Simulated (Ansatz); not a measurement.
Input and command of a plane-wave DFT calculation in Ansatz:

```yaml
crystal:
  lattice:
    - [-6.292167399, -5.7e-09, 0.0]
    - [1.5730418423, 8.17376522, 0.0]
    - [0.0, 0.0, -12.7046058917]
  atoms:
    - { symbol: W, position: [0.5547932734, 0.2227657101, 0.7504993028] }
    - { symbol: W, position: [0.887998034, 0.5560775202, 0.750007635] }
    - { symbol: W, position: [0.0547095696, 0.2232829653, 0.7502464834] }
    - { symbol: W, position: [0.3877256642, 0.556257198, 0.7500235659] }
    - { symbol: W, position: [0.7211957022, 0.8896991212, 0.7501007727] }
    - { symbol: W, position: [0.221206931, 0.8894138845, 0.7499956579] }
    - { symbol: W, position: [0.2843069469, 0.116949527, 0.249519724], spin: 1.0 }
    - { symbol: W, position: [0.6075385043, 0.4376091802, 0.2488739525], spin: 1.0 }
    - { symbol: W, position: [0.7748052598, 0.1148484828, 0.2482524866], spin: 1.0 }
    - { symbol: W, position: [0.1085082548, 0.4412535241, 0.2500673721] }
    - { symbol: W, position: [0.4471033361, 0.7801057834, 0.2520821133] }
    - { symbol: W, position: [0.9443171068, 0.7781290051, 0.2534002748] }
    - { symbol: S, position: [0.8825384366, 0.5482755528, 0.3741305968] }
    - { symbol: S, position: [0.0547114048, 0.2227617106, 0.3735626049] }
    - { symbol: S, position: [0.3886637604, 0.5493229289, 0.3731283381] }
    - { symbol: S, position: [0.720817054, 0.897116083, 0.3750340712] }
    - { symbol: S, position: [0.2288865557, 0.8957561412, 0.3749755474] }
    - { symbol: S, position: [0.276779206, 0.111268956, 0.874027095] }
    - { symbol: S, position: [0.6103675095, 0.4450157808, 0.8739563236] }
    - { symbol: S, position: [0.7770473605, 0.1115327951, 0.8740709294] }
    - { symbol: S, position: [0.1101725025, 0.4453204771, 0.8739243254] }
    - { symbol: S, position: [0.4433820051, 0.7783144582, 0.8737881489] }
    - { symbol: S, position: [0.9436354857, 0.7781695883, 0.8738406553] }
    - { symbol: S, position: [0.5554461655, 0.2215526337, 0.123996227] }
    - { symbol: S, position: [0.8852743956, 0.5564375986, 0.1282777112] }
    - { symbol: S, position: [0.0554250989, 0.2179303728, 0.1262854647] }
    - { symbol: S, position: [0.3912454188, 0.5564913701, 0.1278542447] }
    - { symbol: S, position: [0.7256604954, 0.8895791165, 0.1284762504] }
    - { symbol: S, position: [0.2225842596, 0.890708888, 0.1296799237] }
    - { symbol: S, position: [0.2772059388, 0.1117169791, 0.6266132755] }
    - { symbol: S, position: [0.6100999154, 0.4444272265, 0.6265344109] }
    - { symbol: S, position: [0.7769351191, 0.1118785176, 0.6265704709] }
    - { symbol: S, position: [0.1101254555, 0.4449205856, 0.6262629475] }
    - { symbol: S, position: [0.4435450305, 0.7784222021, 0.6262378981] }
    - { symbol: S, position: [0.9434407064, 0.7782567115, 0.6261873179] }
  host:
    lattice:
      - [3.1460836995, 2.9e-09, 0.0]
      - [-1.5730418522, 2.7245884048, 0.0]
      - [0.0, 0.0, 12.7046058917]
    atoms:
      - { symbol: W, position: [0.3333333333, 0.6666666667, 0.25] }
      - { symbol: W, position: [0.6666666667, 0.3333333333, 0.75] }
      - { symbol: S, position: [0.3333333333, 0.6666666667, 0.6266015032] }
      - { symbol: S, position: [0.6666666667, 0.3333333333, 0.1266015032] }
      - { symbol: S, position: [0.3333333333, 0.6666666667, 0.8733984968] }
      - { symbol: S, position: [0.6666666667, 0.3333333333, 0.3733984968] }
total_charge: -1
basis:
  ecutwfc: 420
  xc_grid: 2
kpoints:
  mp_grid: { grid: [2, 2, 2], shift: [0.5, 0.5, 0.5] }
hamiltonian:
  xc: pbesol
scf:
  occupations: { method: gaussian, width: 0.01 }
output:
  forces: true
  stress: false
  eigenvalues: true
  populations: true
  charged_corrections:
    defect_position: [0.55555556, 0.22222222, 0.3733985]
    epsilon: [[13.4903, 0.0, 0.0], [0.0, 13.4903, 0.0], [0.0, 0.0, 5.5592]]
  write_density: true
  write_potential: true
  elf: true
  volumetric_format: npy
magnetization:
  spin_polarized: true
relax:
  adjacent_minimum: "off"
  f_tol: 0.025
  max_steps: 45
```

```bash
ansatz run input.yaml --threads 4 --pin off --max-ram 8192MiB --backend cpu --events-out ev --progress --plain --runs-dir out
```

Processor: AMD EPYC (Zen 3), 4 threads, on a host shared with other jobs.

**Question.** Estimate time, memory and problem size.

**Answer.** About 6.6 min on 4 threads of AMD EPYC (Zen 3), on a shared host, peak memory 2.7 GiB. It solves 190 bands at 4 k points (the mesh reduced by the symmetry that the task leaves, which can be less than the crystal's) with about 12771 plane waves, in 18 SCF iterations over 2 ionic steps.
